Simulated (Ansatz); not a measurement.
IrC (zinc blende, F-43m), a = b = c = 4.6209 Å, α = β = γ = 90.00°; the cell used has 2 atoms.

Relaxed with PBE.

Task: Which orbitals make up the states near the Fermi level in plane-wave PAW PBE (Ansatz code)?

Result: Within 0.5 eV of the Fermi level: Ir 5d 54 %, C 2p 30 %, C 2s 6 %, outside the projected shells 7 %. Projections are on Löwdin-orthogonalised atomic valence shells; empty p or d shells of many metals are not among them.

Task: Tabulate the density of states.

Result: States/eV per cell of 2 atoms, in 0.25 eV bins, energy from the Fermi level.

```tsv
E (eV)	total	Ir 5d	C 2p	C 2s
-7.85	0.24	0.11	0.11	0.00
-7.60	0.69	0.32	0.31	0.00
-7.35	1.02	0.48	0.45	0.01
-7.10	1.73	0.84	0.75	0.02
-6.85	1.66	0.76	0.75	0.02
-6.60	1.72	0.81	0.79	0.02
-6.35	1.79	0.90	0.80	0.02
-6.10	3.70	2.06	1.52	0.02
-5.85	2.70	1.48	1.12	0.01
-5.60	1.98	1.06	0.84	0.00
-5.35	1.56	0.81	0.68	0.00
-5.10	1.25	0.65	0.55	0.00
-4.85	1.05	0.52	0.48	0.00
-4.60	0.90	0.44	0.43	0.00
-4.35	1.14	0.59	0.50	0.00
-4.10	0.84	0.44	0.36	0.00
-3.85	0.04	0.02	0.02	0.00
-3.60	0.20	0.16	0.02	0.00
-3.35	0.79	0.61	0.11	0.02
-3.10	1.54	1.16	0.24	0.05
-2.85	2.62	2.12	0.34	0.06
-2.60	1.58	1.41	0.12	0.01
-2.35	1.34	1.26	0.06	0.00
-2.10	2.01	1.86	0.11	0.00
-1.85	3.99	3.69	0.22	0.01
-1.60	1.76	1.70	0.03	0.00
-1.35	0.15	0.15	0.00	0.00
-1.10	0.00	0.00	0.00	0.00
-0.85	0.81	0.55	0.11	0.06
-0.60	1.56	0.99	0.31	0.10
-0.35	0.97	0.56	0.24	0.06
-0.10	0.74	0.40	0.22	0.04
0.15	0.62	0.31	0.21	0.03
0.40	0.51	0.24	0.20	0.02
0.65	0.30	0.13	0.12	0.02
0.90	0.42	0.20	0.16	0.02
1.15	0.75	0.40	0.20	0.09
1.40	0.86	0.46	0.24	0.10
1.65	0.95	0.50	0.28	0.10
1.90	0.86	0.43	0.29	0.08
2.15	0.88	0.42	0.33	0.07
2.40	0.93	0.43	0.37	0.07
2.65	1.03	0.46	0.43	0.06
2.90	1.24	0.54	0.55	0.06
3.15	1.40	0.60	0.66	0.06
3.40	1.42	0.58	0.69	0.06
3.65	1.44	0.55	0.71	0.07
3.90	1.16	0.43	0.55	0.08
4.15	1.07	0.37	0.47	0.10
4.40	0.83	0.30	0.39	0.06
4.65	0.68	0.26	0.34	0.04
```

The start of the workflow was typed in or built on a structure type; neither database checked (COD, Materials Project) lists it. Whether it is the stable phase at ambient conditions was not checked. The PBE relaxation kept the symmetry of its start; its stability against distortions is not shown here. No spin polarisation was allowed. Its formation energy is positive at this level, so the cell may be metastable or incomplete. Spin–orbit coupling is left out wherever it is not named.

Potentials: the earlier of the program's two PAW sets.
